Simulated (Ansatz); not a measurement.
SiGe:
```
CELL_PARAMETERS angstrom
      3.90087     0.00000     0.00000
     -1.95044     3.37825     0.00000
      0.00000     0.00000     6.44245
ATOMIC_POSITIONS crystal
  Si 0.66667 0.33333 0.87456
  Si 0.33333 0.66667 0.37456
  Ge 0.66667 0.33333 0.50044
  Ge 0.33333 0.66667 0.00044
```

Relaxed with PBEsol. Independent-particle spectrum: no excitons, no local fields, no scissors shift; 0.1 eV broadening; ε₁ of the summed bands alone.

### Question
Tabulate the dielectric function from plane-wave PAW PBEsol (Ansatz code).

### Answer


| E (eV) | ε₁ xx | ε₂ xx | ε₁ zz | ε₂ zz |
|---|---|---|---|---|
| 0.0 | 14.86 | 0.00 | 15.99 | 0.00 |
| 0.3 | 14.97 | 0.00 | 16.12 | 0.00 |
| 0.6 | 15.31 | 0.00 | 16.54 | 0.00 |
| 0.9 | 15.94 | 0.01 | 17.30 | 0.00 |
| 1.2 | 16.98 | 0.03 | 18.57 | 0.02 |
| 1.5 | 18.81 | 0.25 | 20.73 | 0.07 |
| 1.8 | 21.41 | 1.06 | 25.18 | 0.91 |
| 2.1 | 25.03 | 5.29 | 30.86 | 7.42 |
| 2.4 | 25.09 | 9.09 | 30.17 | 16.46 |
| 2.7 | 26.86 | 11.39 | 25.47 | 24.71 |
| 3.0 | 37.11 | 20.19 | 22.10 | 29.58 |
| 3.3 | 19.40 | 42.37 | 11.01 | 40.87 |
| 3.6 | -4.05 | 39.57 | -8.26 | 29.32 |
| 3.9 | -5.99 | 25.14 | -4.51 | 17.79 |
| 4.2 | -5.25 | 23.59 | 0.61 | 22.18 |
| 4.5 | -10.08 | 20.54 | -11.14 | 21.66 |
| 4.8 | -10.77 | 14.36 | -11.38 | 14.38 |
| 5.1 | -10.01 | 11.47 | -10.61 | 10.88 |
| 5.4 | -9.41 | 9.00 | -9.78 | 8.18 |
| 5.7 | -8.62 | 6.68 | -8.54 | 5.83 |
| 6.0 | -6.98 | 5.50 | -7.17 | 4.66 |
| 6.3 | -6.60 | 4.98 | -5.75 | 3.62 |
| 6.6 | -6.22 | 3.92 | -5.02 | 4.30 |
| 6.9 | -5.54 | 3.22 | -4.97 | 3.60 |
| 7.2 | -4.83 | 2.68 | -4.66 | 3.13 |
| 7.5 | -4.39 | 2.35 | -4.39 | 2.56 |
| 7.8 | -3.90 | 1.99 | -3.96 | 2.07 |
| 8.1 | -3.44 | 1.80 | -3.41 | 1.77 |
| 8.4 | -3.25 | 1.63 | -3.15 | 1.70 |
| 8.7 | -2.99 | 1.35 | -2.98 | 1.44 |
| 9.0 | -2.65 | 1.15 | -2.69 | 1.22 |
| 9.3 | -2.37 | 1.01 | -2.42 | 1.04 |
| 9.6 | -2.12 | 0.91 | -2.18 | 0.92 |
| 9.9 | -1.90 | 0.88 | -1.96 | 0.83 |
| 10.2 | -1.77 | 0.83 | -1.75 | 0.74 |
| 10.5 | -1.65 | 0.70 | -1.59 | 0.68 |
| 10.8 | -1.47 | 0.63 | -1.41 | 0.62 |
| 11.1 | -1.35 | 0.57 | -1.31 | 0.60 |
| 11.4 | -1.22 | 0.50 | -1.18 | 0.52 |
| 11.7 | -1.09 | 0.44 | -1.04 | 0.46 |
| 12.0 | -0.96 | 0.40 | -0.90 | 0.45 |

With all bands, ε∞ without local fields is 14.9 (xx = yy), 16.0 (zz). DFPT, with local fields, gives 14.1 (xx = yy), 15.3 (zz).

Space group P6_3mc (wurtzite). The first step of the workflow began from a Materials Project structure, measured or hypothetical; the Crystallography Open Database copy checked does not list it. Whether it is the stable phase at ambient conditions was not checked. Symmetry was held in the PBEsol relaxation; of distortions, only those at the zone centre were tested. Spin–orbit coupling is left out wherever it is not named.

Potentials: the later of the program's two PAW sets.
